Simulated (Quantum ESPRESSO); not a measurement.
Si3AlO7F, one run as intended and one with a planted mistake

A calculation, not a measurement. The program is pw.x of Quantum ESPRESSO 7.5 (plane-wave density functional theory). The cell is made up: 12 atoms on a rutile lattice, with randomly drawn elements, strain and displacements, not relaxed. PseudoDojo standard norm-conserving files (v0.5 for PBE, v0.4.1 for LDA and PBEsol) set the functional; there is no spin polarisation, spin-orbit coupling or dispersion term, and the masses in the input are unused placeholders.

Intended input:

```
&control calculation='scf', pseudo_dir='./dojo.nc.sr.pbe.v0_5.standard.upf', outdir='./o', disk_io='medium', tprnfor=.true., tstress=.true. /
&system ibrav=0, nat=12, ntyp=4, nbnd=38, ecutwfc=84.00895049, nosym=.true., tot_charge=0,
 occupations='smearing', smearing='fd', degauss=0.0018374661
/
&electrons conv_thr=7.350e-09, electron_maxstep=60, /
ATOMIC_SPECIES
Al 1.0 Al.upf
F 1.0 F.upf
O 1.0 O.upf
Si 1.0 Si.upf
CELL_PARAMETERS angstrom
4.3198 -0.0546 0.0227
-0.0546 4.2801 0.0707
0.0289 0.09 5.4953
ATOMIC_POSITIONS angstrom
Si 0.0108 0.0594 -0.0247
Al 2.1242 2.1491 1.4397
Si 0.0085 0.0719 2.7659
Si 2.2123 2.2014 4.1707
O 1.3405 1.2731 -0.0709
O 2.9408 2.9603 0.0482
O 3.5058 0.78 1.4128
O 0.7643 3.452 1.4688
O 1.315 1.2801 2.7346
O 3.0049 2.981 2.8521
O 3.5002 0.9006 4.1672
F 0.8255 3.4867 4.2651
K_POINTS automatic
5 5 4 1 1 1
```

The log is shortened where brackets say so; the opening notice, blank lines, dates and the lines on written files are dropped, and the path of the files is cut. It prints rydbergs, bohrs and kilobars, and counts compression as positive stress. Where no state is partly filled, the Fermi energy that it prints is only some level between the filled and the empty states on the mesh, and need not lie in the true gap.

Log of the intended run:

```
     Program PWSCF v.7.5
     Parallel version (MPI & OpenMP), running on       1 processor cores
     Number of MPI processes:                 1
     Threads/MPI process:                     1
     [start-up lines left out]
     bravais-lattice index     =            0
     lattice parameter (alat)  =       8.1640  a.u.
     unit-cell volume          =     685.3384 (a.u.)^3
     number of atoms/cell      =           12
     number of atomic types    =            4
     number of electrons       =        64.00
     number of Kohn-Sham states=           38
     kinetic-energy cutoff     =      84.0090  Ry
     charge density cutoff     =     336.0358  Ry
     scf convergence threshold =      7.3E-09
     mixing beta               =       0.7000
     number of iterations used =            8  plain     mixing
     Exchange-correlation= PBE
                           (   1   4   3   4   0   0   0)
     [axes and pseudopotential details left out]
   Cartesian axes
     site n.     atom                  positions (alat units)
         1        Si     tau(   1) = (   0.0024999   0.0137493  -0.0057173  )
         2        Al     tau(   2) = (   0.4916897   0.4974533   0.3332481  )
         3        Si     tau(   3) = (   0.0019675   0.0166427   0.6402243  )
         4        Si     tau(   4) = (   0.5120822   0.5095592   0.9653941  )
         5        O      tau(   5) = (   0.3102862   0.2946851  -0.0164113  )
         6        O      tau(   6) = (   0.6807085   0.6852222   0.0111569  )
         7        O      tau(   7) = (   0.8114893   0.1805470   0.3270215  )
         8        O      tau(   8) = (   0.1769129   0.7990362   0.3399839  )
         9        O      tau(   9) = (   0.3043837   0.2963054   0.6329793  )
        10        O      tau(  10) = (   0.6955457   0.6900136   0.6601771  )
        11        O      tau(  11) = (   0.8101931   0.2084623   0.9645839  )
        12        F      tau(  12) = (   0.1910789   0.8070682   0.9872449  )
     number of k points=    50  Fermi-Dirac smearing, width (Ry)=  0.0018
                       cart. coord. in units 2pi/alat
        k(    1) = (   0.1007764   0.1006353   0.0960923), wk =   0.0400000
        k(    2) = (   0.0997021   0.0973741   0.2926922), wk =   0.0400000
     [further k points left out]
     Dense  grid:    71285 G-vectors     FFT dimensions: (  48,  48,  64)
     Estimated max dynamical RAM per process >     102.31 MB
     Initial potential from superposition of free atoms
     starting charge      63.9957, renormalised to      64.0000
     Starting wfcs are   48 randomized atomic wfcs
     total cpu time spent up to now is       14.3 secs
     per-process dynamical memory:    69.1 Mb
     Self-consistent Calculation
     iteration #  1     ecut=    84.01 Ry     beta= 0.70
     Davidson diagonalization with overlap
     ethr =  1.00E-02,  avg # of iterations =  2.7
     total cpu time spent up to now is       48.2 secs
     total energy              =    -310.72916649 Ry
     estimated scf accuracy    <       2.59326133 Ry
     iteration #  2     ecut=    84.01 Ry     beta= 0.70
     Davidson diagonalization with overlap
     ethr =  4.05E-03,  avg # of iterations =  2.8
     total cpu time spent up to now is       81.8 secs
     total energy              =    -311.45664857 Ry
     estimated scf accuracy    <       1.87289809 Ry
     [iterations 3 to 9 left out]
     iteration # 10     ecut=    84.01 Ry     beta= 0.70
     Davidson diagonalization with overlap
     ethr =  1.11E-09,  avg # of iterations =  2.0
     total cpu time spent up to now is      334.6 secs
     total energy              =    -311.82311979 Ry
     estimated scf accuracy    <       0.00000006 Ry
     iteration # 11     ecut=    84.01 Ry     beta= 0.70
     Davidson diagonalization with overlap
     ethr =  1.00E-10,  avg # of iterations =  2.2
     total cpu time spent up to now is      370.3 secs
     End of self-consistent calculation
     [lines on levels left out]
     the Fermi energy is    10.1147 ev
!    total energy              =    -311.82311981 Ry
     estimated scf accuracy    <          4.3E-09 Ry
     smearing contrib. (-TS)   =       0.00000000 Ry
     internal energy E=F+TS    =    -311.82311981 Ry
     The total energy is F=E-TS. E is the sum of the following terms:
     one-electron contribution =     -50.95173970 Ry
     hartree contribution      =      72.70374321 Ry
     xc contribution           =     -82.60898875 Ry
     ewald contribution        =    -250.96613456 Ry
     convergence has been achieved in  11 iterations
     Forces acting on atoms (cartesian axes, Ry/au):
     atom    1 type  4   force =    -0.08045178    0.05277896    0.21062978
     atom    2 type  1   force =     0.02051321   -0.00868890   -0.04029174
     atom    3 type  4   force =    -0.06365826    0.06761484   -0.19029378
     atom    4 type  4   force =     0.08095203   -0.10656225    0.00842497
     atom    5 type  3   force =    -0.04243180   -0.02243891   -0.02939372
     atom    6 type  3   force =     0.04121130    0.03408087   -0.09062191
     atom    7 type  3   force =     0.02079040   -0.00525540   -0.01453208
     atom    8 type  3   force =    -0.01776554    0.03142283   -0.01646143
     atom    9 type  3   force =    -0.01725529   -0.01075881    0.14022911
     atom   10 type  3   force =     0.00335969    0.03237099    0.08050190
     atom   11 type  3   force =     0.06943581   -0.07354447   -0.01974950
     atom   12 type  2   force =    -0.01469977    0.00898026   -0.03844160
     Total force =     0.418396     Total SCF correction =     0.000051
     Computing stress (Cartesian axis) and pressure
          total   stress  (Ry/bohr**3)                   (kbar)     P=      -16.42
  -0.00013021  -0.00050113  -0.00020075          -19.16      -73.72      -29.53
  -0.00050113  -0.00005604  -0.00044623          -73.72       -8.24      -65.64
  -0.00020075  -0.00044623  -0.00014862          -29.53      -65.64      -21.86
     init_run     :     13.01s CPU     14.27s WALL (       1 calls)
     electrons    :    339.50s CPU    355.93s WALL (       1 calls)
     forces       :      6.63s CPU      6.73s WALL (       1 calls)
     stress       :     32.30s CPU     32.41s WALL (       1 calls)
     [timing details left out]
     PWSCF        :   6m31.75s CPU   6m52.08s WALL
     JOB DONE.
```

A second run has one planted mistake: two atoms have their elements exchanged. The input lines that differ, file-writing options aside:

```
- Al 2.1242 2.1491 1.4397
+ Si 2.1242 2.1491 1.4397
- Si 0.0085 0.0719 2.7659
+ Al 0.0085 0.0719 2.7659
```

Its log:

```
     Program PWSCF v.7.5
     Parallel version (MPI & OpenMP), running on       4 processor cores
     Number of MPI processes:                 4
     Threads/MPI process:                     1
     [start-up lines left out]
     bravais-lattice index     =            0
     lattice parameter (alat)  =       8.1640  a.u.
     unit-cell volume          =     685.3384 (a.u.)^3
     number of atoms/cell      =           12
     number of atomic types    =            4
     number of electrons       =        64.00
     number of Kohn-Sham states=           38
     kinetic-energy cutoff     =      84.0090  Ry
     charge density cutoff     =     336.0358  Ry
     scf convergence threshold =      7.3E-09
     mixing beta               =       0.7000
     number of iterations used =            8  plain     mixing
     Exchange-correlation= PBE
                           (   1   4   3   4   0   0   0)
     [axes and pseudopotential details left out]
   Cartesian axes
     site n.     atom                  positions (alat units)
         1        Si     tau(   1) = (   0.0024999   0.0137493  -0.0057173  )
         2        Si     tau(   2) = (   0.4916897   0.4974533   0.3332481  )
         3        Al     tau(   3) = (   0.0019675   0.0166427   0.6402243  )
         4        Si     tau(   4) = (   0.5120822   0.5095592   0.9653941  )
         5        O      tau(   5) = (   0.3102862   0.2946851  -0.0164113  )
         6        O      tau(   6) = (   0.6807085   0.6852222   0.0111569  )
         7        O      tau(   7) = (   0.8114893   0.1805470   0.3270215  )
         8        O      tau(   8) = (   0.1769129   0.7990362   0.3399839  )
         9        O      tau(   9) = (   0.3043837   0.2963054   0.6329793  )
        10        O      tau(  10) = (   0.6955457   0.6900136   0.6601771  )
        11        O      tau(  11) = (   0.8101931   0.2084623   0.9645839  )
        12        F      tau(  12) = (   0.1910789   0.8070682   0.9872449  )
     number of k points=    50  Fermi-Dirac smearing, width (Ry)=  0.0018
                       cart. coord. in units 2pi/alat
        k(    1) = (   0.1007764   0.1006353   0.0960923), wk =   0.0400000
        k(    2) = (   0.0997021   0.0973741   0.2926922), wk =   0.0400000
     [further k points left out]
     Dense  grid:    71285 G-vectors     FFT dimensions: (  48,  48,  64)
     Estimated max dynamical RAM per process >     169.48 MB
     Estimated total dynamical RAM >     625.71 MB
     Initial potential from superposition of free atoms
     starting charge      63.9957, renormalised to      64.0000
     Starting wfcs are   48 randomized atomic wfcs
     total cpu time spent up to now is        2.8 secs
     per-process dynamical memory:   137.1 Mb
     Self-consistent Calculation
     iteration #  1     ecut=    84.01 Ry     beta= 0.70
     Davidson diagonalization with overlap
     ethr =  1.00E-02,  avg # of iterations =  2.6
     total cpu time spent up to now is        7.1 secs
     total energy              =    -310.79457452 Ry
     estimated scf accuracy    <       2.49982803 Ry
     iteration #  2     ecut=    84.01 Ry     beta= 0.70
     Davidson diagonalization with overlap
     ethr =  3.91E-03,  avg # of iterations =  2.0
     total cpu time spent up to now is       11.4 secs
     total energy              =    -311.52649673 Ry
     estimated scf accuracy    <       1.63525320 Ry
     [iterations 3 to 9 left out]
     iteration # 10     ecut=    84.01 Ry     beta= 0.70
     Davidson diagonalization with overlap
     ethr =  5.65E-10,  avg # of iterations =  2.0
     total cpu time spent up to now is       45.1 secs
     total energy              =    -311.83475363 Ry
     estimated scf accuracy    <       0.00000001 Ry
     iteration # 11     ecut=    84.01 Ry     beta= 0.70
     Davidson diagonalization with overlap
     ethr =  1.79E-11,  avg # of iterations =  3.9
     total cpu time spent up to now is       49.9 secs
     End of self-consistent calculation
     [lines on levels left out]
     the Fermi energy is    10.1726 ev
!    total energy              =    -311.83475364 Ry
     estimated scf accuracy    <          6.1E-09 Ry
     smearing contrib. (-TS)   =       0.00000000 Ry
     internal energy E=F+TS    =    -311.83475364 Ry
     The total energy is F=E-TS. E is the sum of the following terms:
     one-electron contribution =     -50.13455487 Ry
     hartree contribution      =      72.34911498 Ry
     xc contribution           =     -82.60134107 Ry
     ewald contribution        =    -251.44797268 Ry
     convergence has been achieved in  11 iterations
     Forces acting on atoms (cartesian axes, Ry/au):
     atom    1 type  4   force =    -0.08759465    0.06490915    0.17587701
     atom    2 type  4   force =     0.01490889   -0.01512194    0.01289345
     atom    3 type  1   force =    -0.04474727    0.02550707   -0.07756552
     atom    4 type  4   force =     0.08896747   -0.11950304   -0.03663670
     atom    5 type  3   force =    -0.01643239    0.00929186    0.02593920
     atom    6 type  3   force =    -0.00120094   -0.00123662   -0.01836646
     atom    7 type  3   force =    -0.05555041    0.06740231   -0.09731129
     atom    8 type  3   force =     0.06114027   -0.04931575   -0.09850383
     atom    9 type  3   force =     0.08843434    0.10045815    0.05711616
     atom   10 type  3   force =    -0.08230173   -0.04539023    0.01784732
     atom   11 type  3   force =     0.03387236   -0.03394483    0.04739630
     atom   12 type  2   force =     0.00050408   -0.00305613   -0.00868564
     Total force =     0.380714     Total SCF correction =     0.000080
     Computing stress (Cartesian axis) and pressure
          total   stress  (Ry/bohr**3)                   (kbar)     P=      -21.74
  -0.00011505   0.00021919  -0.00020420          -16.92       32.24      -30.04
   0.00021919  -0.00005196  -0.00025574           32.24       -7.64      -37.62
  -0.00020420  -0.00025574  -0.00027638          -30.04      -37.62      -40.66
     init_run     :      2.65s CPU      2.72s WALL (       1 calls)
     electrons    :     46.91s CPU     47.06s WALL (       1 calls)
     forces       :      0.80s CPU      0.81s WALL (       1 calls)
     stress       :      2.61s CPU      2.62s WALL (       1 calls)
     [timing details left out]
     PWSCF        :     53.09s CPU     53.34s WALL
     JOB DONE.
```

```
                                            intended run  run with the mistake
                          free energy (eV)     -4242.570             -4242.728
                    smearing term -TS (eV)        0.0000                0.0000
                            pressure (GPa)         -1.64                 -2.17
            largest force component (eV/Å)         5.416                 4.522
largest change of a force component (eV/Å)                               2.898
                                iterations            11                    11
```

For scale, a rerun of the intended cell at a cutoff of 1437 eV and k mesh 7 x 7 x 6 moved values by no more than 0.003 eV in energy, 0.04 GPa in stress and 0.002 eV/Å in force.